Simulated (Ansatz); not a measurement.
According to PBEsol (plane waves, PAW; program Ansatz), Nb2SiB2 in the orthorhombic phase (Cmmm; Si on 2a, Nb on 4j, B on 4i) relaxes to a = 3.140 Å, b = 10.975 Å, c = 3.318 Å. Its formation energy from the elements is -0.57 eV/atom, with no fitted shifts.

Electronic character: metallic (no gap). Gap from PBEsol with spin–orbit coupling: none (metallic).

An equation-of-state fit gives a bulk modulus of 227 GPa. The highest mode at Γ lies at 740 cm⁻¹.

The start of the workflow was typed in or built on a structure type; neither database checked (COD, Materials Project) lists it. Its standing as an ambient phase is unchecked. Symmetry was held in the PBEsol relaxation; its stability against distortions is not shown here. The run is not spin-polarised. As this level gives no gap, phonon frequencies hold no LO–TO term and depend on the k-mesh and smearing (Fermi–Dirac, 0.1 eV here). The references are the lowest solids computed at this level, not always the standard phases. Scalar-relativistic: spin–orbit coupling is off unless named, which matters more the heavier the elements.

Potentials: the earlier of the program's two PAW sets. The files were generated under PBE; for other functionals the program regenerates the frozen cores, and for LDA and PBEsol the local potential too.
